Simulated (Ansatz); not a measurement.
Values for one crystal, relaxed and computed with DFT-r²SCAN in the program Ansatz with PAW potentials; other levels are named.

```yaml
volume_per_atom: 23.61 Å³
electronic_character: metallic (no gap)
Formation energy from the elements (no fitted shifts): -0.77 eV/atom
Density of states at the Fermi level: 0.30 states/eV per atom (mean over ±0.08 eV)
```

**Question.** Which of these materials gives this?
A. YPb2, Cmcm (Y on 4c, Pb on 4c, Pb on 4c)
B. LaRh, Cmcm (La on 4c, Rh on 4c)
C. TiNi, Cmcm (Ti on 4c, Ni on 4c)
D. EuSn, Cmcm (Eu on 4c, Sn on 4c)

**Answer.** B, LaRh, Cmcm (La on 4c, Rh on 4c)

The workflow started from a Materials Project entry (that database holds measured and hypothetical structures alike); the Crystallography Open Database copy checked does not list it. Whether it is the stable phase at ambient conditions was not checked. Symmetry was held in the r²SCAN relaxation; its stability against distortions is not shown here. The run is not spin-polarised. The references are the lowest solids computed at this level, not always the standard phases. Scalar-relativistic: spin–orbit coupling is off unless named, which matters more the heavier the elements.

Potentials: the later of the program's two PAW sets.
